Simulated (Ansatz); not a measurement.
Relaxed NiSi2 (fluorite type, space group Fm-3m):

```
NiSi2
1.0
    0.00000     2.72225     2.72225
    2.72225     0.00000     2.72225
    2.72225     2.72225     0.00000
Ni Si
1 2
Direct
  0.00000   0.00000   0.00000
  0.25000   0.25000   0.25000
  0.75000   0.75000   0.75000
```

The numbers are results of PBE (plane waves to 420 eV, PAW, scalar-relativistic; Ansatz, an electronic-structure program), not measurements. k mesh 12×12×12 (Γ-centred), Fermi-Dirac smearing 0.05 eV. With partly filled bands, energies and forces of such displacements shift with the k mesh and the smearing. NiSi2 is run without spin polarisation. NiSi2 was relaxed with its symmetry unable to fall.

One atom of the cell was then moved (with its periodic images), all else fixed, and the forces (eV/Å) came out as:

```csv
atom,Fx,Fy,Fz
Ni1,0.523,0.523,0.523
Si2,0.214,0.214,0.214
Si3,-0.737,-0.737,-0.737
```

Question: Which atom was moved, and by which vector (Å)?

Answer: Si3, by (0.08, 0.08, 0.08), 0.14 Å in all.

(A displaced cell: forces are minus the slopes of the energy, force constants its curvatures, and phonons follow from these.)
